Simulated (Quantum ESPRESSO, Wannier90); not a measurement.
## Wannierisation of SiC (zinc blende)

```
begin unit_cell_cart
ang
    0.0000000000    2.1769950000    2.1769950000
    2.1769950000    0.0000000000    2.1769950000
    2.1769950000    2.1769950000    0.0000000000
end unit_cell_cart
begin atoms_frac
Si  -0.2500000000 -0.2500000000 -0.2500000000
C    0.0000000000  0.0000000000  0.0000000000
end atoms_frac
```

Materials Project entry mp-8062; symmetrised, unrelaxed at this level. COD (Crystallography Open Database) has the formula in 5 space groups, this one among them (matched by group alone). Level: PBEsol, no spin polarisation, no spin-orbit coupling; pw.x of Quantum ESPRESSO at 66 Ry with PseudoDojo potentials, 12×12×12 k-points, Wannier90. Density: 12×12×12 mesh, cold smearing 0.01 Ry.

Bands 1-4 form an isolated set from -15.46 to 0.00 eV relative to the valence-band maximum (on the path) and are turned into 4 Wannier functions by minimising the spread from the start: s functions at the bond centres.

Centres (Cartesian, Å; one of the equivalent choices) and spreads:

```
n       x       y       z  spread (Å²)  nearest atom
-  ------  ------  ------  -----------  ------------
1  -0.375   0.375   0.375        1.213            C2
2  -0.375  -0.375  -0.375        1.213            C2
3   0.375  -0.375   0.375        1.213            C2
4   0.375   0.375  -0.375        1.213            C2
```

Ω_I = 4.25 Å², Ω_total = 4.85 Å²; the interpolated bands follow pw.x to 0.6 meV rms on the path. It is the lowest total spread that any start reached here.
